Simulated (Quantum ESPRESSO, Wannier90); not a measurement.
Tight-binding from DFT: Hf$_{2}$Cu (I4/mmm)

```yaml
crystal:
  lattice:
    - [0.00000, -3.15283, 0.00000]
    - [3.15283, 0.00000, 0.00000]
    - [-1.57641, 1.57641, 5.55951]
  atoms:
    - { symbol: Hf, position: [0.34389, 0.34389, 0.68778] }
    - { symbol: Hf, position: [0.65611, 0.65611, 0.31222] }
    - { symbol: Cu, position: [0.00000, 0.00000, 0.00000] }
```

Cell from Materials Project (mp-30581), symmetrised, no further relaxation. COD (Crystallography Open Database) has an entry of this formula and space group (matched by these alone). Method: PBEsol plane waves in Quantum ESPRESSO 7.5 (PseudoDojo norm-conserving files, 74 Ry, no spin polarisation, no spin-orbit coupling), Bloch states on a 4×4×4 mesh through Γ, Wannier90 4.0.1. Density: 14×14×14 mesh, cold smearing 0.01 Ry. Spin-orbit coupling is left out although heavy elements are present.

Base run: 27 functions from bands 13-53 of the 53 computed, start hydrogen-like Hf: s;p;d; Cu: s;p;d, centres 0.05 Å off the atoms, frozen window up to 1.50 eV relative to the Fermi level, outer window open. One thing is changed at a time; window edges are relative to the Fermi level. The misfit compares interpolated bands with pw.x on a high-symmetry path, for states up to 1.0 eV relative to the Fermi level. Converged means that the tolerances were met: symmetric starts can stop on a saddle, which shows as a larger Ω_OD at equal Ω_I and can move the misfit too.

| setting | functions | frozen to (eV) | Ω_I (Å²) | Ω_D (Å²) | Ω_OD (Å²) | rms misfit (meV) | worst (meV) | ended |
|---|---|---|---|---|---|---|---|---|
| base | 27 | 1.50 | 27.37 | 0.03 | 7.12 | 18 | 111 | converged |
| frozen window to 3.50 eV | 27 | 3.50 | 27.62 | 0.01 | 7.67 | 17 | 108 | converged |
| frozen window to 17.40 eV | 27 | 17.40 | – | – | – | – | – | stops: too many frozen states |
| no frozen window | 27 | none | 26.44 | 0.01 | 7.07 | 436 | 1140 | converged |

Runs of this sweep that didn't settle are not listed.
